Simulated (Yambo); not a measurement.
KNH2 (space group P2_1/m, No. 11), G0W0@LDA (Yambo, plasmon pole, terminator in G, 4×4×2 mesh): gap Γ → Γ in eV by bands and screening block.

```tsv
bands (W and G)	2 Ry	3 Ry	4 Ry	6 Ry	7 Ry
35	4.33	?	4.34	4.38	4.39
55	?	4.09	4.15	4.23	4.26
82	3.99	?	4.09	4.20	4.23
115	3.95	3.96	4.06	4.18	4.22
148	3.94	3.95	4.05	4.18	4.22
```

Q: Estimate the withheld gaps from their neighbours; the computed values follow.

A: 
- 35, 3 Ry: 4.32
- 55, 2 Ry: 4.07
- 82, 3 Ry: 4.00

The largest settings aren't shown to be the converged limit.

Geometry of the Materials Project entry, not relaxed at this level; primitive cell a = 4.548 Å, b = 3.739 Å, c = 6.186 Å, α = 90.00°, β = 95.31°, γ = 90.00°.
